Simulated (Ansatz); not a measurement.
Geometry optimisation in Ansatz: input, command and trajectory.

```yaml
crystal:
  lattice:
    - [-1.4403854445, 1.4403854445, 2.3698559669]
    - [1.4403854445, -1.4403854445, 2.3698559669]
    - [1.4403854445, 1.4403854445, -2.3698559669]
  atoms:
    - { symbol: Ga, position: [0.0, 0.0, 0.0] }
basis:
  ecutwfc: 500
kpoints:
  mp_grid: { grid: [20, 20, 20] }
hamiltonian:
  xc: r2scan
scf:
  occupations: { method: gaussian, width: 0.1 }
output:
  forces: true
  stress: true
  eigenvalues: true
relax:
  adjacent_minimum: "off"
  f_tol: 0.01
  max_steps: 30
  cell: { stress_tol: 0.1, fix: [volume] }
```

```bash
ansatz run input.yaml --threads 1 --pin off --max-ram 2560MiB --backend cpu --events-out ev --progress --plain --runs-dir out
```

Method: Ansatz 0.2.0, DFT r2SCAN, scalar-relativistic, plane waves, PAW.

The volume is held at 1.1 times that of the relaxed cell.

Of 4 frames 3 are shown, positions in Å and forces in eV/Å; the SCF threshold varies from step to step. Steps run on the plane waves of an earlier cell, with a Pulay correction in the pressure. The basis is chosen afresh for the last frame, the zero of the energies, and at times for earlier ones too; energy and pressure step there, also at an unchanged geometry.

```xyz
1
Lattice="-1.4404 1.4404 2.3699 1.4404 -1.4404 2.3699 1.4404 1.4404 -2.3699" Properties=species:S:1:pos:R:3:forces:R:3 pbc="T T T" step=1 free_energy_over_end_meV_per_atom=0.15 pressure_GPa=-4.41
Ga    0.0000    0.0000    0.0000    0.0000    0.0000    0.0000
1
Lattice="-1.4385 1.4385 2.3759 1.4385 -1.4385 2.3759 1.4385 1.4385 -2.3759" Properties=species:S:1:pos:R:3:forces:R:3 pbc="T T T" step=2 free_energy_over_end_meV_per_atom=0.05 pressure_GPa=-4.39
Ga    0.0000    0.0000    0.0000    0.0000    0.0000    0.0000
1
Lattice="-1.4358 1.4358 2.3852 1.4358 -1.4358 2.3852 1.4358 1.4358 -2.3852" Properties=species:S:1:pos:R:3:forces:R:3 pbc="T T T" step=4 free_energy_over_end_meV_per_atom=0.00 pressure_GPa=-4.37
Ga    0.0000    0.0000    0.0000    0.0000    0.0000    0.0000
```

It took 2.4 min on 1 thread of Intel(R) Xeon(R) Processor @ 2.50GHz (Skylake/Cascade Lake) (shared host), peak memory 0.56 GiB.